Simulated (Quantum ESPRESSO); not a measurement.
## ZrNb2O6F2 (input and log of a self-consistent run)

Simulated, not a measurement. The program is pw.x of Quantum ESPRESSO 7.5 (plane-wave density functional theory). The cell is made up: 11 atoms on a rutile lattice with one site empty, with randomly drawn elements, strain and displacements, not relaxed. PseudoDojo standard norm-conserving files (v0.5 for PBE, v0.4.1 for LDA and PBEsol) set the functional; there is no spin polarisation, spin-orbit coupling or dispersion term, and the masses in the input are unused placeholders.

Input:

```
&control calculation='scf', pseudo_dir='./dojo.nc.sr.pbe.v0_5.standard.upf', outdir='./o', disk_io='low', tprnfor=.true., tstress=.true. /
&system ibrav=0, nat=11, ntyp=4, nbnd=50, ecutwfc=84.00895049, nosym=.true., tot_charge=0,
 occupations='smearing', smearing='fd', degauss=0.0018374661
/
&electrons conv_thr=7.350e-09, electron_maxstep=60, /
ATOMIC_SPECIES
F 1.0 F.upf
Nb 1.0 Nb.upf
O 1.0 O.upf
Zr 1.0 Zr.upf
CELL_PARAMETERS angstrom
4.833 0.0024 0.0059
0.0024 4.7492 0.0547
0.0078 0.0724 6.2898
ATOMIC_POSITIONS angstrom
Zr 2.4586 2.4831 1.6279
Nb 0.0113 0.0614 3.2005
Nb 2.4245 2.3866 4.7589
O 1.5227 1.3406 -0.0005
O 3.3599 3.3003 0.0241
O 3.9688 0.9655 1.5743
F 1.0289 3.848 1.5892
O 1.561 1.5673 3.1606
F 3.2846 3.3075 3.1652
O 3.8967 1.0848 4.7727
O 1.0477 3.9483 4.6986
K_POINTS automatic
5 5 4 1 1 1
```

The log is shortened where brackets say so; the opening notice, blank lines, dates and the lines on written files are dropped, and the path of the files is cut. It prints rydbergs, bohrs and kilobars, and counts compression as positive stress. With no partly filled state, the Fermi energy that it prints is only some level between the filled and the empty states on the mesh, and need not lie in the true gap.

```
     Program PWSCF v.7.5
     Parallel version (MPI & OpenMP), running on       4 processor cores
     Number of MPI processes:                 4
     Threads/MPI process:                     1
     [start-up lines left out]
     bravais-lattice index     =            0
     lattice parameter (alat)  =       9.1331  a.u.
     unit-cell volume          =     974.1198 (a.u.)^3
     number of atoms/cell      =           11
     number of atomic types    =            4
     number of electrons       =        88.00
     number of Kohn-Sham states=           50
     kinetic-energy cutoff     =      84.0090  Ry
     charge density cutoff     =     336.0358  Ry
     scf convergence threshold =      7.3E-09
     mixing beta               =       0.7000
     number of iterations used =            8  plain     mixing
     Exchange-correlation= PBE
                           (   1   4   3   4   0   0   0)
     [axes and pseudopotential details left out]
   Cartesian axes
     site n.     atom                  positions (alat units)
         1        Zr     tau(   1) = (   0.5087105   0.5137798   0.3368298  )
         2        Nb     tau(   2) = (   0.0023381   0.0127043   0.6622175  )
         3        Nb     tau(   3) = (   0.5016549   0.4938129   0.9846671  )
         4        O      tau(   4) = (   0.3150628   0.2773844  -0.0001035  )
         5        O      tau(   5) = (   0.6951991   0.6828672   0.0049865  )
         6        O      tau(   6) = (   0.8211870   0.1997722   0.3257394  )
         7        F      tau(   7) = (   0.2128904   0.7961921   0.3288224  )
         8        O      tau(   8) = (   0.3229875   0.3242910   0.6539618  )
         9        F      tau(   9) = (   0.6796187   0.6843569   0.6549136  )
        10        O      tau(  10) = (   0.8062687   0.2244567   0.9875224  )
        11        O      tau(  11) = (   0.2167803   0.8169453   0.9721903  )
     number of k points=    50  Fermi-Dirac smearing, width (Ry)=  0.0018
                       cart. coord. in units 2pi/alat
        k(    1) = (   0.0998344   0.1006227   0.0947664), wk =   0.0400000
        k(    2) = (   0.0996010   0.0984100   0.2868891), wk =   0.0400000
     [further k points left out]
     Dense  grid:   101355 G-vectors     FFT dimensions: (  54,  54,  72)
     Estimated max dynamical RAM per process >     276.78 MB
     Estimated total dynamical RAM >       1.01 GB
     Initial potential from superposition of free atoms
     starting charge      87.9930, renormalised to      88.0000
     Starting wfcs are   62 randomized atomic wfcs
     total cpu time spent up to now is        3.3 secs
     per-process dynamical memory:   213.6 Mb
     Self-consistent Calculation
     iteration #  1     ecut=    84.01 Ry     beta= 0.70
     Davidson diagonalization with overlap
     ethr =  1.00E-02,  avg # of iterations =  2.0
     total cpu time spent up to now is        8.3 secs
     total energy              =    -644.19291644 Ry
     estimated scf accuracy    <       6.96047510 Ry
     iteration #  2     ecut=    84.01 Ry     beta= 0.70
     Davidson diagonalization with overlap
     ethr =  7.91E-03,  avg # of iterations =  6.1
     total cpu time spent up to now is       17.4 secs
     total energy              =    -638.13924141 Ry
     estimated scf accuracy    <      78.92007955 Ry
     iteration #  3     ecut=    84.01 Ry     beta= 0.70
     Davidson diagonalization with overlap
     ethr =  7.91E-03,  avg # of iterations =  6.0
     total cpu time spent up to now is       25.7 secs
     total energy              =    -647.96618062 Ry
     estimated scf accuracy    <       3.15410457 Ry
     iteration #  4     ecut=    84.01 Ry     beta= 0.70
     Davidson diagonalization with overlap
     ethr =  3.58E-03,  avg # of iterations =  2.0
     total cpu time spent up to now is       30.6 secs
     total energy              =    -648.15442199 Ry
     estimated scf accuracy    <       0.90069634 Ry
     iteration #  5     ecut=    84.01 Ry     beta= 0.70
     Davidson diagonalization with overlap
     ethr =  1.02E-03,  avg # of iterations =  1.0
     total cpu time spent up to now is       34.8 secs
     total energy              =    -648.08578160 Ry
     estimated scf accuracy    <       0.47865750 Ry
     [iterations 6 to 14 left out]
     iteration # 15     ecut=    84.01 Ry     beta= 0.70
     Davidson diagonalization with overlap
     ethr =  5.95E-09,  avg # of iterations =  2.2
     total cpu time spent up to now is       91.6 secs
     total energy              =    -648.12197787 Ry
     estimated scf accuracy    <       0.00000106 Ry
     iteration # 16     ecut=    84.01 Ry     beta= 0.70
     Davidson diagonalization with overlap
     ethr =  1.21E-09,  avg # of iterations =  4.6
     total cpu time spent up to now is       97.5 secs
     total energy              =    -648.12197814 Ry
     estimated scf accuracy    <       0.00000031 Ry
     iteration # 17     ecut=    84.01 Ry     beta= 0.70
     Davidson diagonalization with overlap
     ethr =  3.51E-10,  avg # of iterations =  2.2
     total cpu time spent up to now is      102.8 secs
     total energy              =    -648.12197816 Ry
     estimated scf accuracy    <       0.00000015 Ry
     iteration # 18     ecut=    84.01 Ry     beta= 0.70
     Davidson diagonalization with overlap
     ethr =  1.69E-10,  avg # of iterations =  2.0
     total cpu time spent up to now is      107.7 secs
     total energy              =    -648.12197818 Ry
     estimated scf accuracy    <       0.00000001 Ry
     iteration # 19     ecut=    84.01 Ry     beta= 0.70
     Davidson diagonalization with overlap
     ethr =  1.69E-11,  avg # of iterations =  5.0
     total cpu time spent up to now is      113.8 secs
     End of self-consistent calculation
          k = 0.0998 0.1006 0.0948 ( 12659 PWs)   bands (ev):
   -48.7407 -47.8421 -40.6497 -24.9811 -24.8082 -24.5625 -24.2405 -23.9564
   -23.9133 -20.4661 -19.3243 -18.9640 -17.3081 -15.4066 -10.4576  -9.4592
    -8.8020  -8.1967  -7.8985  -7.7976  -1.6143  -1.0680  -0.4900   1.2483
     2.0958   2.3044   2.5573   2.6756   3.2144   3.3225   4.0518   4.5530
     5.0218   5.1381   5.5409   5.6313   5.6999   6.0123   6.1450   6.3317
     6.6895   6.9471   7.0359   7.2776   8.8687   9.6830   9.8202  10.0935
    10.6342  10.9153
     [levels at the other k points left out]
     the Fermi energy is     8.0743 ev
!    total energy              =    -648.12197818 Ry
     estimated scf accuracy    <          4.0E-09 Ry
     smearing contrib. (-TS)   =      -0.00000000 Ry
     internal energy E=F+TS    =    -648.12197818 Ry
     The total energy is F=E-TS. E is the sum of the following terms:
     one-electron contribution =    -232.55027603 Ry
     hartree contribution      =     159.95596812 Ry
     xc contribution           =    -143.97389949 Ry
     ewald contribution        =    -431.55377078 Ry
     convergence has been achieved in  19 iterations
     Forces acting on atoms (cartesian axes, Ry/au):
     atom    1 type  4   force =     0.03248710   -0.15474773   -0.37022715
     atom    2 type  2   force =     0.01153008    0.18393946    0.06855392
     atom    3 type  2   force =    -0.07304579   -0.07890350    0.41911295
     atom    4 type  3   force =     0.07150190    0.10472422   -0.07517715
     atom    5 type  3   force =    -0.05044750   -0.03865542   -0.06660214
     atom    6 type  3   force =     0.02044796   -0.03247418    0.15432982
     atom    7 type  1   force =    -0.05881455    0.04610763    0.05372346
     atom    8 type  3   force =    -0.09639877   -0.08936027    0.03499558
     atom    9 type  1   force =     0.12449685    0.12066002    0.06019032
     atom   10 type  3   force =     0.03202641   -0.04128223   -0.15589053
     atom   11 type  3   force =    -0.01378369   -0.02000799   -0.12300908
     Total force =     0.739499     Total SCF correction =     0.000171
     Computing stress (Cartesian axis) and pressure
          total   stress  (Ry/bohr**3)                   (kbar)     P=      -23.14
   0.00010938   0.00030046  -0.00010929           16.09       44.20      -16.08
   0.00030046   0.00002313   0.00006337           44.20        3.40        9.32
  -0.00010929   0.00006337  -0.00060450          -16.08        9.32      -88.92
     init_run     :      3.13s CPU      3.25s WALL (       1 calls)
     electrons    :    110.23s CPU    110.49s WALL (       1 calls)
     forces       :      1.09s CPU      1.09s WALL (       1 calls)
     stress       :      3.57s CPU      3.57s WALL (       1 calls)
     [timing details left out]
     PWSCF        :   1m58.12s CPU   1m58.52s WALL
     JOB DONE.
```

In other units: free energy -8818.149 eV for the cell, pressure -2.31 GPa, largest force component 10.776 eV/Å. A rerun of this cell at a cutoff of 1467 eV and k mesh 7 x 7 x 6 moved values by no more than 0.004 eV in energy, 0.04 GPa in stress and 0.002 eV/Å in force.